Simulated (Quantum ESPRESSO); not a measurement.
Ag5Nb2Ta, one composition in several site orders

A calculation, not a measurement. The program is pw.x of Quantum ESPRESSO 7.5 (plane-wave density functional theory). The cell is made up: eight metal atoms on a hexagonal close-packed lattice, with elements, volume, strain and displacements drawn at random and not relaxed, so it may be unstable or far from any real phase. PseudoDojo standard norm-conserving files set the functional (PBE unless stated); there is no spin polarisation or spin-orbit coupling, the Fermi-Dirac width of 0.25 eV means electrons at about 2900 K, and the masses in the input are unused placeholders. Heavy elements are run without spin-orbit coupling, which real alloys of them have. A spin test at this wide smearing found no moment, but such smearing suppresses magnetism that the real alloy may have.

The runs put one composition on the sites in different orders. Cell, positions, cutoff, mesh and smearing stay as in the input of run 1; sites are counted in its order. Stress in the tables is positive in tension.

Input of run 1:

```
&control calculation='scf', pseudo_dir='./dojo.nc.sr.pbe.v0_5.standard.upf', outdir='./o', disk_io='minimal', tprnfor=.true., tstress=.true. /
&system ibrav=0, nat=8, ntyp=3, nbnd=79, ecutwfc=82.02448710, nosym=.true., tot_charge=0,
 occupations='smearing', smearing='fd', degauss=0.0183746611
/
&electrons conv_thr=1.470e-08, electron_maxstep=70, mixing_beta=0.5 /
ATOMIC_SPECIES
Ag 1.0 Ag.upf
Nb 1.0 Nb.upf
Ta 1.0 Ta.upf
CELL_PARAMETERS angstrom
-0.0265 5.1071 0.0086
2.9268 -0.007 4.8057
2.9222 -0.0236 -4.8029
ATOMIC_POSITIONS angstrom
Ag -0.038 0.028 -0.0001
Nb 2.8761 -0.01 0.0209
Ag 2.921 1.6869 -2.4132
Ta 2.8966 1.6661 2.4115
Ag 1.3748 2.5378 0.0048
Nb 4.3849 2.5095 0.0003
Ag 1.416 4.2103 -2.3313
Ag 1.4007 4.2075 2.4279
K_POINTS automatic
5 5 5 1 1 1
```

| run | elements on sites 1 to 8 | free energy less that of run 1 (eV) | -TS (eV) | pressure (GPa) | stress xx (GPa) | stress yy (GPa) | stress zz (GPa) | stress yz (GPa) | stress xz (GPa) | stress xy (GPa) | iterations |
| --- | --- | --- | --- | --- | --- | --- | --- | --- | --- | --- | --- |
| 1 | Ag Nb Ag Ta Ag Nb Ag Ag | 0.000 | -1.425 | 0.11 | -2.87 | 2.03 | 0.51 | 0.57 | -2.07 | 0.18 | 15 |
| 2 | Ag Ag Nb Ag Nb Ta Ag Ag | -0.228 | -1.363 | 0.32 | 1.25 | -3.24 | 1.02 | 0.06 | -0.13 | -0.74 | 13 |
| 3 | Nb Nb Ag Ag Ta Ag Ag Ag | 0.005 | -1.466 | 0.50 | 1.71 | 2.12 | -5.32 | 0.08 | 0.08 | -0.48 | 13 |
| 4 | Ag Ag Ta Nb Ag Ag Ag Nb | -0.049 | -1.437 | 0.43 | 1.77 | 2.52 | -5.57 | 0.13 | 0.03 | -0.31 | 13 |
| 5 | Ag Ta Ag Ag Ag Nb Nb Ag | 0.044 | -1.467 | 0.19 | -3.07 | 1.98 | 0.53 | 0.59 | 2.14 | -0.99 | 13 |
| 6 | Nb Ag Ag Ag Ta Ag Nb Ag | 0.006 | -1.436 | 0.45 | -3.49 | 1.47 | 0.68 | -0.31 | -2.03 | -1.16 | 15 |

Forces Fx Fy Fz (eV/Å):

| site | run 1 | run 2 | run 3 | run 4 | run 5 | run 6 |
| --- | --- | --- | --- | --- | --- | --- |
| 1 | 0.06 -0.21 0.15 | -0.12 -0.40 0.01 | 0.94 -0.18 0.19 | -0.05 -0.17 0.19 | 0.08 -0.18 0.17 | 0.24 -0.81 0.25 |
| 2 | 0.59 0.70 0.63 | 0.17 -0.12 0.12 | -0.85 -0.12 0.04 | 0.11 -0.01 -0.05 | 0.38 -0.60 -0.13 | 0.25 0.03 0.04 |
| 3 | -0.08 -0.20 0.23 | -0.24 0.46 0.07 | -0.22 -0.22 0.26 | 0.70 -0.16 0.26 | -0.10 -0.32 0.19 | -0.11 -0.23 0.33 |
| 4 | -0.02 -0.12 -0.79 | 0.09 0.02 -0.19 | 0.02 -0.03 -0.19 | -0.94 -0.13 -0.19 | 0.15 -0.16 -0.08 | 0.11 -0.09 -0.29 |
| 5 | 0.41 0.09 0.07 | 0.27 -0.25 0.19 | 0.63 0.00 0.03 | 0.45 0.08 0.02 | 0.39 0.04 0.13 | 0.24 0.66 -0.61 |
| 6 | -0.78 -0.43 0.11 | -0.20 -0.09 0.21 | -0.51 0.24 0.12 | -0.34 0.13 0.13 | -0.89 0.79 0.65 | -0.60 0.24 0.03 |
| 7 | -0.21 0.01 -0.26 | -0.02 0.13 -0.39 | -0.06 0.14 -0.34 | 0.00 0.16 -0.27 | 0.06 0.17 -0.89 | -0.08 0.02 0.36 |
| 8 | 0.02 0.15 -0.14 | 0.06 0.25 -0.02 | 0.05 0.16 -0.11 | 0.07 0.10 -0.10 | -0.06 0.25 -0.03 | -0.05 0.17 -0.11 |

The sites are displaced and not relaxed, so the energy differences mix bonding between neighbours with strain and are not ordering energies. A rerun of one cell of this series at a higher cutoff and on a denser mesh moved values by no more than 0.006 eV in energy, 0.13 GPa in stress and 0.005 eV/Å in force, and a second program with other atomic files agreed on that cell to 2 % rms in force and 0.5 GPa in pressure.